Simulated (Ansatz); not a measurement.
Polymorphs of BAs, each relaxed with the program Ansatz at the r²SCAN level (PAW):

A: zinc blende (F-43m)
a = b = c = 4.784 Å, α = β = γ = 90.00°

```csv
atom,site,symmetry,x,y,z
As,4c,-43m,0.2500,0.2500,0.2500
B,4a,-43m,0.0000,0.0000,0.0000
```

B: P-6m2
a = b = 3.191 Å, c = 2.885 Å, α = β = 90.00°, γ = 120.00°

| atom | site | symmetry | x | y | z |
|---|---|---|---|---|---|
| B | 1a | -6m2 | 0.0000 | 0.0000 | 0.0000 |
| As | 1f | -6m2 | 0.6667 | 0.3333 | 0.5000 |

**Question.** Order them by energy per atom at 0 K (lowest first) at the level r²SCAN.

**Answer.** A (+0 meV/atom), B (+1280 meV/atom)

**Question.** Give each one's gap.

**Answer.** A 1.37 eV; B no gap.

Constructed cells (a structure type filled with these elements, in neither database checked): B. Not the usual ambient phase: B. All cells were relaxed under the symmetry of their starts (and spin orders); stability against distortions was not tested throughout. Scalar-relativistic: spin–orbit coupling is off unless named, which matters more the heavier the elements.

Energies hold the estimated change up to a 700 eV cutoff; steps of a few meV lie near the error of the meshes.

Potentials: the later of the program's two PAW sets.
